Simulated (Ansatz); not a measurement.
Starting cell, Bi (A7 type, space group R-3m):

```
CELL_PARAMETERS angstrom
      2.26027     1.30497     4.00943
     -2.26027     1.30497     4.00943
      0.00000    -2.60994     4.00943
ATOMIC_POSITIONS crystal
  Bi 0.23371 0.23371 0.23371
  Bi 0.76629 0.76629 0.76629
```

Two-dimensional scan of atom 1 (Bi, nearest neighbour Bi at 3.068 Å; its periodic images, 4.5 Å or more away, move with it): u runs along (0.707, 0.707, 0.000), v along (0.000, 0.000, 1.000) (Cartesian). Cell and other atoms are fixed.

Calculation: r2SCAN+rVV10 (plane waves to 500 eV, PAW, scalar-relativistic; Ansatz, a first-principles code). k mesh 10×10×10 (Γ-centred), Fermi-Dirac smearing 0.05 eV. Compression counts positive. Points where atoms come too close for the PAW data are left out (x in tables, blank in figures). With partly filled bands, energies and forces of such displacements shift with the k mesh and the smearing. Bi was relaxed with its symmetry unable to fall. Spin-orbit coupling is left out, though Bi is heavy. The last digit holds for this mesh only.

Changes of P (GPa) from the point u = 0.000 Å, v = 0.000 Å when one coordinate moves alone (two changes are said to add if the coupling is within 5 % of the smaller one, nearly so within 20 %):

```csv
point,change
"u = 0.000 Å, v = -1.010 Å",18.30
"u = 0.000 Å, v = -0.505 Å",8.02
"u = -1.010 Å, v = 0.000 Å",10.34
"u = -0.505 Å, v = 0.000 Å",2.99
"u = 0.505 Å, v = 0.000 Å",4.03
"u = 1.010 Å, v = 0.000 Å",19.74
"u = 0.000 Å, v = 0.505 Å",-2.19
"u = 0.000 Å, v = 1.010 Å",3.05
```

Problem. What is the change at u = 0.505 Å, v = 0.505 Å, where both move, and how far is it from the sum?

Solution. The sum of the single changes is 4.03 + (-2.19) = 1.84; the calculation gives 0.77, so the coupling contributes -1.07 (over 20 % of the smaller single change, not additive).

Problem. What is the change at u = 1.010 Å, v = 0.505 Å, where both move, and how far is it from the sum?

Solution. The sum of the single changes is 19.74 + (-2.19) = 17.55; the calculation gives 8.35, so the coupling contributes -9.20 (over 20 % of the smaller single change, not additive).

Problem. Do the two effects add at u = 0.505 Å, v = 1.010 Å? Give the computed change.

Solution. The sum of the single changes is 4.03 + (3.05) = 7.08; the calculation gives 6.62, so the coupling contributes -0.46 (under 20 % of the smaller single change, nearly additive).

(A displaced cell: forces are minus the slopes of the energy, force constants its curvatures, and phonons follow from these.)
